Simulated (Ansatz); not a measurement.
Below is a relaxed structure of InAs₃. The cell was found from a structure generator's guess, not taken from experiment.

Method: Ansatz, DFT PBE, scalar-relativistic, plane waves, PAW. Cutoff 420 eV, Γ-centred mesh, Gaussian smearing, no spin polarisation.

```yaml
crystal:
  lattice:
    - [-2.80709, 2.80709, 2.80709]
    - [2.80709, -2.80709, 2.80709]
    - [2.80709, 2.80709, -2.80709]
  atoms:
    - { symbol: In, position: [0.00000, 0.00000, 0.00000] }
    - { symbol: As, position: [0.00000, 0.50000, 0.50000] }
    - { symbol: As, position: [0.50000, 0.00000, 0.50000] }
    - { symbol: As, position: [0.50000, 0.50000, 0.00000] }
```

Energies over the elements count from the elements' standard structures at the same level, with no fitted energy shifts.

Question: Find its symmetry and describe it.

Answer: Im-3m (No. 229). Conventional cell: a = 5.614 Å. In has 6 As at 2.81 Å; As has 2 In at 2.81 Å and 4 As at 2.81 Å.

Question: What is its formation energy per atom?

Answer: +0.07 eV/atom. A positive value: parting into the elements would lower its energy.

Question: Is it a metal?

Answer: Yes, bands cross the Fermi level on the 12×12×12 mesh.

The last run used a 12×12×12 mesh for its 4-atom cell and Gaussian smearing of 0.10 eV. The reference form of As is held partly by dispersion forces, which this level lacks. Symmetry constrained the relaxation, so the result can be a saddle point.
